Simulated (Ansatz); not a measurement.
CaF2:
```yaml
crystal:
  lattice:
    - [0.00000, 2.71015, 2.71015]
    - [2.71015, 0.00000, 2.71015]
    - [2.71015, 2.71015, 0.00000]
  atoms:
    - { symbol: Ca, position: [0.00000, 0.00000, 0.00000] }
    - { symbol: F, position: [0.75000, 0.75000, 0.75000] }
    - { symbol: F, position: [0.25000, 0.25000, 0.25000] }
```

Relaxed with PBEsol. PBEsol (plane waves, PAW; program Ansatz) gives a gap of 7.25 eV.

### Question
What gap does HSE06 give on the same cell (Ansatz, PAW)?

### Answer
9.51 eV, 2.27 eV more. The hybrid was solved on a coarser mesh and at special points; the gap given is the minimum over both.

| k | v1 PBEsol | c1 PBEsol | v1 HSE06 | c1 HSE06 |
|---|---|---|---|---|
| Γ | -0.26 | 7.25 | -0.27 | 9.51 |
| X | 0.00 | 8.09 | … | … |
| L | -0.86 | 9.45 | … | … |
| W | -0.09 | 8.43 | … | … |
| K | -0.10 | 8.36 | … | … |

### Question
Top valence (v1) and lowest conduction level (c1) in eV from each method's valence maximum (which need not be a listed point): supply the withheld HSE06 values.

### Answer

- L, v1 HSE06: -0.90
- L, c1 HSE06: 12.14
- X, v1 HSE06: 0.00
- X, c1 HSE06: 10.53
- K, v1 HSE06: -0.10
- K, c1 HSE06: 10.82
- W, v1 HSE06: -0.10
- W, c1 HSE06: 10.89

Cost on shared cores: the PBEsol run (SCF on a 9×9×9 mesh, then bands and DOS) roughly 12 core-seconds, the HSE06 run (SCF on 7×7×7, then a few points) roughly 2.4 core-minutes; the tasks are unlike.

Space group Fm-3m (fluorite). The PBEsol relaxation kept the symmetry of its start.

Potentials: the earlier of the program's two PAW sets. The files were generated under PBE; for other functionals the program regenerates the frozen cores, and for LDA and PBEsol the local potential too.
